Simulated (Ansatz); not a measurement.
Question: Each is relaxed and computed with plane-wave PAW r²SCAN (Ansatz code). Which is the only metal?
A) ZnSnN2, R-3m (Zn on 3a, Sn on 3b, N on 6c)
B) SnRu3C, anti-perovskite
C) AgSnF6, P-1 (Pearson symbol aP8)
D) CaC2, C2/m (Ca on 4i, C on 4i, C on 4i)

Answer: B, SnRu3C, anti-perovskite. SnRu3C: metal; ZnSnN2: gap 1.19 eV (indirect); CaC2: gap 2.61 eV (indirect); AgSnF6: gap 0.89 eV (indirect). Spin orders computed, not proven ground states: AgSnF6, P-1 (Pearson symbol aP8) ferromagnetic. Typed or built starts, not in the databases checked: SnRu3C, anti-perovskite; ZnSnN2, R-3m (Zn on 3a, Sn on 3b, N on 6c). Standing as an ambient phase not checked: CaC2, C2/m (Ca on 4i, C on 4i, C on 4i); AgSnF6, P-1 (Pearson symbol aP8). All cells were relaxed under the symmetry of their starts (and spin orders); stability against distortions was not tested throughout. Rows with no word on spin ran without spin polarisation. Scalar-relativistic: spin–orbit coupling is off unless named, which matters more the heavier the elements.

Potentials: the later of the program's two PAW sets.
